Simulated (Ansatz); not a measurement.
**Nb2SiO3: zone-centre modes**

Theory: Ansatz, DFT PBE, scalar-relativistic, plane waves, PAW. Plane waves to 420 eV; Γ-centred k mesh 6×6×6; Gaussian smearing of 0.10 eV. No spin polarisation. Phonons by linear response, acoustic sum rule imposed.

Relaxed structure:
```xyz
12
Lattice="5.3559 0.0000 0.0020 0.0000 5.3361 0.0000 -0.6611 0.0000 5.2726" Properties=species:S:1:pos:R:3 pbc="T T T"
Nb    1.3231    0.4287    3.7537
Nb    3.4195    3.7892    4.2532
Nb    1.6537    4.9074    1.1174
Nb    3.7501    1.5469    1.6169
Si    1.1452    2.9274    2.8908
Si    1.4758    2.4087    0.2545
O    -0.2340    4.8184    4.6052
O     4.6833    2.8931    2.8252
O     0.0966    0.5177    1.9689
O     5.0138    2.4430    0.1889
O     3.0860    5.2977    2.7682
O     3.4165    0.0384    0.1320
```

It was reached by relaxing an invented guess, and it needn't be the stable form of this composition. In a metal, frequencies depend on the k mesh and the smearing, soft modes most.

Question: Is this structure stable against zone-centre distortions?

Answer: Yes, at Γ: no optical mode is imaginary. Strains and other wave vectors aren't tested by this run.

Question: List the optical modes at Γ (i marks imaginary ones).

Answer:
```
frequency (cm⁻¹)  degeneracy
              91           1
              95           1
             131           1
             146           1
             159           1
             176           1
             178           1
             183           1
             206           1
             223           1
             228           1
             239           1
             277           1
             284           1
             303           1
             308           1
             309           1
             343           1
             344           1
             354           1
             362           1
             372           1
             426           1
             467           1
             475           1
             497           1
             501           1
             511           1
             547           1
             547           1
             575           1
             613           1
             641           1
```
